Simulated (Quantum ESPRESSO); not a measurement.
# In3GaP4: convergence and cost over cutoff and k mesh

A calculation, not a measurement. The program is pw.x of Quantum ESPRESSO 7.5 (plane-wave density functional theory). The cell is made up: 8 atoms on a zincblende/diamond lattice, with randomly drawn elements, strain and displacements, not relaxed. PseudoDojo standard norm-conserving files (v0.5 for PBE, v0.4.1 for LDA and PBEsol) set the functional; there is no spin polarisation, spin-orbit coupling or dispersion term, and the masses in the input are unused placeholders.

Input of the run in row 2:

```
&control calculation='scf', pseudo_dir='./dojo.nc.sr.pbe.v0_5.standard.upf', outdir='./o', disk_io='medium', tprnfor=.true., tstress=.true. /
&system ibrav=0, nat=8, ntyp=3, nbnd=42, ecutwfc=79.96652505, nosym=.true., tot_charge=0,
 occupations='smearing', smearing='fd', degauss=0.0018374661
/
&electrons conv_thr=7.350e-09, electron_maxstep=60, /
ATOMIC_SPECIES
Ga 1.0 Ga.upf
In 1.0 In.upf
P 1.0 P.upf
CELL_PARAMETERS angstrom
5.5865 0.0103 -0.0389
0.0103 5.6117 0.1015
-0.0389 0.1015 5.66
ATOMIC_POSITIONS angstrom
In -0.107 -0.0407 0.0748
In -0.1068 2.8061 3.0334
Ga 2.9248 0.0617 2.7846
In 2.7944 2.8094 0.1612
P 1.3624 1.3752 1.5033
P 1.4107 4.2019 4.2829
P 4.1826 1.5409 4.3525
P 4.206 4.24 1.4755
K_POINTS automatic
4 4 4 1 1 1
```

The same cell was run at these settings. Meshes are shifted by half a step, and differences are from the last row, which is itself not exact.

```
cutoff (eV)     k mesh  k points solved  threshold (eV)  free energy less the last row's (eV)  pressure (GPa)  largest stress difference (GPa)  largest force difference (eV/Å)  iterations  wall time (s)  k-point pools              processor
        762  2 x 2 x 2                4           1e-04                                 2.417           -3.98                            16.31                            0.053           7             30              1  AMD EPYC, Zen 5 class
       1088  4 x 4 x 4               32           1e-07                                 0.009           12.20                             0.01                            0.001          11            476              1  AMD EPYC, Zen 5 class
       1377  6 x 6 x 6              108           1e-07                                 0.000           12.21                             0.00                            0.000          11           2566              1  AMD EPYC, Zen 5 class
```

Each pool is one process. Wall times include start-up and a band step at six k points, which weighs most on the coarsest meshes. The runs were on shared virtual cores whose load varied, so times are rough.